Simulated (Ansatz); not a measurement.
SrMoO₃ (cubic perovskite, Pm-3m) under volume change, HSE06 in the plane-wave PAW code Ansatz, scaled uniformly.

```json
[
 {"V (Å³/atom)": "11.245", "E − E(relaxed) (meV/atom)": "77.0", "P (GPa)": "24.12"},
 {"V (Å³/atom)": "11.616", "E − E(relaxed) (meV/atom)": "(withheld)", "P (GPa)": "(withheld)"},
 {"V (Å³/atom)": "11.986", "E − E(relaxed) (meV/atom)": "(withheld)", "P (GPa)": "(withheld)"},
 {"V (Å³/atom)": "12.357", "E − E(relaxed) (meV/atom)": "0.0", "P (GPa)": "0.02"},
 {"V (Å³/atom)": "12.728", "E − E(relaxed) (meV/atom)": "6.8", "P (GPa)": "-5.73"},
 {"V (Å³/atom)": "13.099", "E − E(relaxed) (meV/atom)": "25.9", "P (GPa)": "-10.62"},
 {"V (Å³/atom)": "13.469", "E − E(relaxed) (meV/atom)": "55.4", "P (GPa)": "-14.76"}
]
```

### Question
Fill in the missing entries.

### Answer

- 11.616, E − E(relaxed) (meV/atom): 32.4
- 11.616, P (GPa): 14.74
- 11.986, E − E(relaxed) (meV/atom): 7.7
- 11.986, P (GPa): 6.78

### Question
What does a third-order Birch–Murnaghan fit give for V₀, B₀ and B′?

### Answer
V₀ = 12.36 Å³/atom, B₀ = 207 GPa, B′ = 4.4.

The first step of the workflow began from a Materials Project structure, measured or hypothetical; the Crystallography Open Database copy checked does not list it. Its standing as an ambient phase is unchecked. The HSE06 relaxation kept the symmetry of its start; whether a distortion lowers the energy is not shown. The workflow began spin-polarised and lost its moments. The hybrid run found no gap, on a coarse k-mesh.

Potentials: the later of the program's two PAW sets.
